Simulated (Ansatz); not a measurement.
A free-standing Janus 2H monolayer of PtOSe, relaxed with r2SCAN. In-plane lattice: a = 3.907 Å, b = 3.907 Å, γ = 120.0°; thickness between the outer nuclei 1.81 Å. Pt is surrounded by 3 Se at 2.41 Å and 3 O at 2.45 Å; O is surrounded by 1 Se at 1.81 Å and 3 Pt at 2.45 Å; Se is surrounded by 1 O at 1.81 Å and 3 Pt at 2.41 Å.

```yaml
crystal:
  lattice:
    - [3.90734, 0.00000, 0.00000]
    - [-1.95367, 3.38385, 0.00000]
    - [0.00000, 0.00000, 29.70598]
  atoms:
    - { symbol: Pt, position: [0.33333, 0.66667, 0.30178] }
    - { symbol: O, position: [0.66667, 0.33333, 0.33402] }
    - { symbol: Se, position: [0.66667, 0.33333, 0.27311] }
```
The sheet repeats along a and b alone.

4 runs of Ansatz on this cell differ in the functional (and in the settings that go with it). Levels are in eV from each run's valence top; v1 is the last filled band, c1 the first empty one.

Run A, mean stress -0.5 N/m (compression positive):

| point | v2 | v1 | c1 | c2 |
| --- | --- | --- | --- | --- |
| Γ | -0.96 | -0.05 | 2.24 | 2.24 |
| M | -2.06 | -0.97 | 1.92 | 2.75 |
| K | -2.26 | -2.01 | 1.79 | 3.65 |

Run B, mean stress 0.0 N/m (compression positive):

| point | v2 | v1 | c1 | c2 |
| --- | --- | --- | --- | --- |
| Γ | -0.66 | -0.14 | 1.90 | 1.90 |
| M | -1.74 | -0.80 | 1.57 | 2.27 |
| K | -1.91 | -1.79 | 1.46 | 3.13 |

Run C, mean stress -0.4 N/m (compression positive):

| point | v2 | v1 | c1 | c2 |
| --- | --- | --- | --- | --- |
| Γ | -1.33 | 0.00 | 2.67 | 2.67 |
| M | -2.48 | -1.20 | 2.39 | 3.29 |
| K | -2.72 | -2.32 | 2.24 | 4.24 |

Run D, mean stress -1.9 N/m (compression positive):

| point | v2 | v1 | c1 | c2 |
| --- | --- | --- | --- | --- |
| Γ | -0.44 | -0.26 | 1.87 | 1.87 |
| M | -1.53 | -0.67 | 1.58 | 2.07 |
| K | -1.69 | -1.67 | 1.48 | 2.90 |

Task: Match the runs to LDA, r2SCAN, r2SCANh, PBE0.

Result: A is r2SCANh, B is r2SCAN, C is PBE0, D is LDA. In order of the gap: LDA 1.28, r2SCAN 1.35, r2SCANh 1.68, PBE0 2.11 eV. The stress vanishes for r2SCAN, which relaxed the cell.

The cell comes from a prototype generator: it can be a known phase or a hypothetical one. Spin polarisation is off.

Spin-orbit coupling is left out, which matters wherever the heavy atoms make up the band edges.

The stress of a hybrid is loosely converged in these runs.

The meshes of the hybrids are coarse, so their gaps aren't converged to the digits shown.
